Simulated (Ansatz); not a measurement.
# From the elastic tensor of TiC to moduli and sound speeds

Theory: DFT PBE, scalar-relativistic, plane waves, PAW (Ansatz). Plane waves to 420 eV; Γ-centred k mesh 24×24×24; Fermi-Dirac smearing of 0.15 eV. No spin polarisation.

Space group Fm-3m (No. 225), cubic, a = 4.333 Å. Ti has 6 C at 2.17 Å; C has 6 Ti at 2.17 Å.

It comes from a database structure that was distorted and then relaxed. In a metal, frequencies and elastic constants depend on the k mesh and the smearing, soft modes and shear constants most.

Relaxed-ion constants (GPa, on the Cartesian axes of the calculation):
C11 = 508.8, C12 = 120.8, C13 = 120.8, C22 = 508.8, C23 = 120.8, C33 = 508.8, C44 = 169.3, C55 = 169.3, C66 = 169.3 GPa; the others vanish.

Density 4.888 g/cm³; 2 atoms in 20.34 Å³.

```json
{"Bulk modulus, Voigt / Reuss / Hill": "250.2 / 250.2 / 250.2 GPa", "Shear modulus, Voigt / Reuss / Hill": "179.2 / 178.4 / 178.8 GPa", "Young's modulus": "433 GPa", "Poisson ratio": "0.211", "Pugh ratio B/G": "1.40 (under 1.75, the rule of thumb for brittle)", "Universal anisotropy index": "0.02", "Longitudinal and transverse sound speeds": "9997 and 6048 m/s", "Debye temperature from the mean sound speed": "919 K"}
```
